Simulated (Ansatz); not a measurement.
KCl:
```xyz
2
Lattice="0.0000 3.1908 3.1908 3.1908 0.0000 3.1908 3.1908 3.1908 0.0000" Properties=species:S:1:pos:R:3 pbc="T T T"
K      0.0000     0.0000     0.0000
Cl     3.1908     3.1908     3.1908
```

Cartesian axes are those of the cell as given.

**Question.** Give the high-frequency dielectric tensor and the Born effective charge tensors of the independent atoms from DFPT, PBE (plane waves, PAW; program Ansatz).

**Answer.** 
ε∞:
```
2.28  0.00  0.00
0.00  2.28  0.00
0.00  0.00  2.28
```
Z* of atom 1 (K), rows: field, columns: displacement, in e:
```
1.13  0.00  0.00
0.00  1.13  0.00
0.00  0.00  1.13
```
Z* of atom 2 (Cl), rows: field, columns: displacement, in e:
```
-1.13   0.00   0.00
 0.00  -1.13   0.00
 0.00   0.00  -1.13
```

Static charges for comparison (Bader): K1 +0.85, Cl2 -0.85 e. Born charges measure polarisation by displacement and can exceed these by far.

Space group Fm-3m (rock salt). The cell was relaxed with PBE under the symmetry of its start; phonons on a q-mesh show no instability.

Potentials: the later of the program's two PAW sets.
